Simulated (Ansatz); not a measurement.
## Relaxing a structure of TiSi

The start is a generated cell, TiSi placed in the FeB structure type. The cell and all atomic positions are relaxed at zero pressure with r2SCAN (plane waves to 500 eV, PAW, scalar-relativistic; Ansatz, an electronic-structure program). First-step values are on the input's coarse k-mesh.

Ansatz input (later rounds restart from its end on a renewed k-mesh):
Ansatz 0.2 input:
```yaml
crystal:
  lattice:
    - [7.675974, 0, 0]
    - [0, 4.115415, 0]
    - [0, 0, 5.661484]
  atoms:
    - { symbol: Ti, position: [0.18, 0.25, 0.125] }
    - { symbol: Ti, position: [0.32, 0.75, 0.625] }
    - { symbol: Ti, position: [0.82, 0.75, 0.875] }
    - { symbol: Ti, position: [0.68, 0.25, 0.375] }
    - { symbol: Si, position: [0.036, 0.25, 0.61] }
    - { symbol: Si, position: [0.464, 0.75, 0.11] }
    - { symbol: Si, position: [0.964, 0.75, 0.39] }
    - { symbol: Si, position: [0.536, 0.25, 0.89] }
basis: { ecutwfc: 500, ecutrho_ratio: 4, xc_grid: 4, fft_grid_basis: typed }
kpoints: { mp_grid: { grid: [3, 6, 4] } }
hamiltonian:
  xc: r2scan
  dispersion: none
  pseudopotentials: { kind: paw }
scf: { occupations: { method: fermi_dirac, width: 0.05 } }
relax: { f_tol: 0.01, max_steps: 100, cell: { stress_tol: 0.02 } }
output: { forces: true, stress: true }
```

Initial pressure: -25 GPa (negative: the cell is under tension)
Largest initial force: about 1.0 eV/Å, on Si5, Si6, Si7, Si8 (atoms numbered as listed)
Outcome: The space group stays Pnma (No. 62) (the run could not lower it), with 8 atoms in the primitive cell
Energy released: 0.95 eV/atom
Volume change: -34.1 %, from 22.36 to 14.74 Å³/atom
Shortest distances (start → end): The closest pairs of elements (up to four, under 3.6 Å), start → end: Si–Si 2.47 → 2.39 Å; Si–Ti 2.96 → 2.56 Å; Ti–Ti 3.66 → 3.19 Å
Band gap at the end: no gap (metallic)
Optimiser moves: 12

Final structure:

Space group Pnma (No. 62); a = 6.506 Å, b = 3.632 Å, c = 4.990 Å, α = β = γ = 90.00°

```json
[
 {"atom": "Ti", "site": "4c", "symmetry": ".m.", "x": "0.3241", "y": "0.2500", "z": "0.3717"},
 {"atom": "Si", "site": "4c", "symmetry": ".m.", "x": "0.0440", "y": "0.7500", "z": "0.3553"}
]
```

Final values are on a 7×13×9 k-mesh of the relaxed cell. No spin polarisation in the result.

The run could not lose the symmetry of its start; a randomly shaken copy of 8 atoms returns to this structure.

The first start was generated by placing the elements on the sites of a structure type. Materials Project lists a structure of TiSi in the same space group, Pnma (No. 62); the sites were not compared with it, nor with measured phases.
